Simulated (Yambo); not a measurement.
A BSE run in Yambo for AlPO₄ (space group I-4, No. 82) (PBEsol bands; 6×6×6 mesh, 8 valence and 5 conduction bands, static screening with 49 bands and a 3 Ry block, scissor 2.98 eV, Tamm-Dancoff; field along x) gives:

```
state  energy (eV)  states within 2 meV  relative strength  class
-----  -----------  -------------------  -----------------  -----
1             7.50                    2               0.01   weak
2             7.90                    1             < 0.01   dark
3             8.32                    2               0.01   weak
4             8.44                    1             < 0.01   dark
5             8.46                    1             < 0.01   dark
```

Axes are Cartesian, with cell vectors (Å) (-2.51, 2.51, 3.69), (2.51, -2.51, 3.69), (2.51, 2.51, -3.69).

Task: What changes when the window shrinks to 8 valence and 2 conduction bands?

Result: The lowest state goes from 7.497 eV to 7.542 eV, and its distance below the direct gap from 1.351 eV to 1.306 eV. These are vertical excitations (zero momentum). The scissor comes from a G0W0 run whose convergence isn't established.

Geometry of the Materials Project entry, not relaxed at this level; primitive cell a = 5.1199 Å, b = 5.1199 Å, c = 5.1199 Å, α = 121.28°, β = 121.28°, γ = 87.80°.
